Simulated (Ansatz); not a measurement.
Given:

GaN:
```cif
data_GaN
_chemical_formula_sum 'Ga1 N1'
_space_group_name_H-M_alt 'P 1'
_space_group_IT_number 1
_cell_length_a 3.18082
_cell_length_b 3.18082
_cell_length_c 3.18082
_cell_angle_alpha 60.000
_cell_angle_beta 60.000
_cell_angle_gamma 60.000
loop_
_space_group_symop_operation_xyz
  'x, y, z'
loop_
_atom_site_label
_atom_site_type_symbol
_atom_site_fract_x
_atom_site_fract_y
_atom_site_fract_z
_atom_site_occupancy
Ga1 Ga 0.00000 0.00000 0.00000 1
N1 N 0.25000 0.25000 0.25000 1
```

This is the PBEsol-relaxed structure.

Problem. All from DFT-PBEsol in the program Ansatz with PAW potentials, unless another level is named. Predict the electronic dielectric constant ε∞ (DFPT).

Solution. 6.00.

Problem. Predict the Born charges (a third of the trace).

Solution. Ga +2.66, N -2.66 e.

Problem. Give the largest static χ(2) component.

Solution. 9.4 pm/V.

Space group F-43m (zinc blende). The cell was relaxed with PBEsol under the symmetry of its start. Spin–orbit coupling is left out wherever it is not named.

Potentials: the earlier of the program's two PAW sets. The files were generated under PBE; for other functionals the program regenerates the frozen cores, and for LDA and PBEsol the local potential too.
